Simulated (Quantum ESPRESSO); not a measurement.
**Band energies of K2LiRhF6**

```xyz
10
Lattice="0.0000 4.0059 4.0059 4.0059 0.0000 4.0059 4.0059 4.0059 0.0000" Properties=species:S:1:pos:R:3 pbc="T T T"
Li     4.0059     4.0059     4.0059
F      1.9870     4.0059     4.0059
F      6.0248     4.0059     4.0059
F      4.0059     1.9870     4.0059
F      4.0059     6.0248     4.0059
F      4.0059     4.0059     1.9870
F      4.0059     4.0059     6.0248
K      6.0088     6.0088     6.0088
K      2.0029     2.0029     2.0029
Rh     0.0000     0.0000     0.0000
```

PBEsol (pw.x of Quantum ESPRESSO, ONCV potentials, without SOC); path ΓXWKΓLUWLK,UX; energies in eV from the valence-band maximum.

| k (1/Å) | point | band 36 | band 37 | band 38 | band 39 | band 40 | band 41 | band 42 | band 43 |
|---|---|---|---|---|---|---|---|---|---|
| 0.00 | Γ | -2.78 | -2.78 | -0.30 | -0.30 | -0.30 | 2.34 | 2.34 | 4.87 |
| 0.20 |  | -2.86 | -2.79 | -0.30 | -0.25 | -0.25 | 2.23 | 2.34 | 5.13 |
| 0.39 |  | -3.07 | -2.79 | -0.31 | -0.14 | -0.14 | 2.02 | 2.34 | 5.81 |
| 0.59 |  | -3.30 | -2.80 | -0.32 | -0.04 | -0.04 | 1.87 | 2.35 | 6.72 |
| 0.78 | X | -3.36 | -2.80 | -0.32 | 0.00 | 0.00 | 1.82 | 2.35 | 7.40 |
| 0.78 | W | -3.05 | -3.05 | -0.16 | -0.16 | 0.00 | 1.96 | 2.17 | 7.82 |
| 1.06 | K | -3.27 | -2.92 | -0.24 | -0.06 | -0.03 | 1.92 | 2.22 | 7.66 |
| 1.39 |  | -3.07 | -2.96 | -0.20 | -0.17 | -0.15 | 2.08 | 2.16 | 6.27 |
| 1.56 |  | -2.93 | -2.86 | -0.25 | -0.22 | -0.21 | 2.16 | 2.26 | 5.56 |
| 1.73 |  | -2.82 | -2.80 | -0.29 | -0.28 | -0.27 | 2.28 | 2.32 | 5.05 |
| 1.89 | Γ | -2.78 | -2.78 | -0.30 | -0.30 | -0.30 | 2.34 | 2.34 | 4.87 |
| 2.06 |  | -2.83 | -2.81 | -0.28 | -0.27 | -0.27 | 2.30 | 2.30 | 5.06 |
| 2.23 |  | -2.96 | -2.88 | -0.25 | -0.22 | -0.22 | 2.21 | 2.21 | 5.58 |
| 2.57 | L | -3.15 | -3.05 | -0.22 | -0.15 | -0.15 | 2.08 | 2.08 | 6.77 |
| 2.81 |  | -3.13 | -3.03 | -0.20 | -0.13 | -0.10 | 2.03 | 2.12 | 7.05 |
| 3.05 | U | -3.27 | -2.92 | -0.24 | -0.06 | -0.03 | 1.92 | 2.22 | 7.66 |
| 3.05 | W | -3.05 | -3.05 | -0.16 | -0.16 | 0.00 | 1.96 | 2.17 | 7.82 |
| 3.19 |  | -3.06 | -3.05 | -0.16 | -0.16 | -0.02 | 1.97 | 2.16 | 7.51 |
| 3.33 |  | -3.08 | -3.05 | -0.18 | -0.15 | -0.07 | 2.02 | 2.13 | 7.14 |
| 3.61 | L | -3.15 | -3.05 | -0.22 | -0.15 | -0.15 | 2.08 | 2.08 | 6.77 |
| 3.73 |  | -3.13 | -3.05 | -0.21 | -0.15 | -0.13 | 2.07 | 2.09 | 6.84 |
| 3.85 |  | -3.13 | -3.03 | -0.20 | -0.13 | -0.10 | 2.03 | 2.12 | 7.05 |
| 3.97 |  | -3.20 | -2.97 | -0.22 | -0.09 | -0.06 | 1.97 | 2.16 | 7.35 |
| 4.09 | K | -3.27 | -2.92 | -0.24 | -0.06 | -0.03 | 1.92 | 2.22 | 7.66 |
| 4.09 | U | -3.27 | -2.92 | -0.24 | -0.06 | -0.03 | 1.92 | 2.22 | 7.66 |
| 4.36 | X | -3.36 | -2.80 | -0.32 | 0.00 | 0.00 | 1.82 | 2.35 | 7.40 |

The PBEsol gap is direct, 1.82 eV at X.

Spin-orbit splittings are left out.

Geometry of the Materials Project entry, not relaxed at this level.

The structure is a Materials Project entry; no match was found in the copy of COD used, and its stability was not checked.
